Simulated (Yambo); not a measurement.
A free-standing BiBr3 monolayer (symmetry C2/m, slab cell 16.3 Å high); a = b = 7.2006 Å, c = 16.3000 Å, α = β = 90.00°, γ = 119.93°. With the G0W0 scissor the direct gap on the mesh is 4.83 eV. x lies along the first cell vector.

### Question
Does this run resolve the lowest exciton, and if so, what are its energy and binding? (Yambo, PBEsol bands; 4×4×1 mesh, 18 valence and 22 conduction bands, static screening with 176 bands and a 3 Ry block, scissor 1.72 eV, Tamm-Dancoff, stochastic integration of W near q = 0.)

### Answer
The mesh holds a bound state, but the numbers are provisional. These are vertical excitations (zero momentum); the indirect quasiparticle gap, about 4.66 eV, is smaller than the direct one (4.83 eV on the GW mesh). The lowest state lies at 3.29 eV (weak for light along x), the direct quasiparticle gap on this mesh at 4.83 eV. Its binding energy, counted from that gap, is 1.55 eV; it spreads over about 11 k points of the mesh. Convergence with the mesh was not shown. The scissor comes from a G0W0 run whose convergence isn't established. Spin-orbit coupling is left out; with 6p states at a band edge it can lower the gap by many tenths of an eV, most of a small gap.

The standard potential for Bi keeps a d shell in the valence without the s and p states of that shell. In tests on such compounds this moved G0W0 gaps by up to about 0.9 eV, so absolute quasiparticle energies here are unreliable; differences between settings are what counts.

Geometry relaxed with PBEsol.

This is a model layer cut from the bulk structure; whether it is stable on its own was not checked.
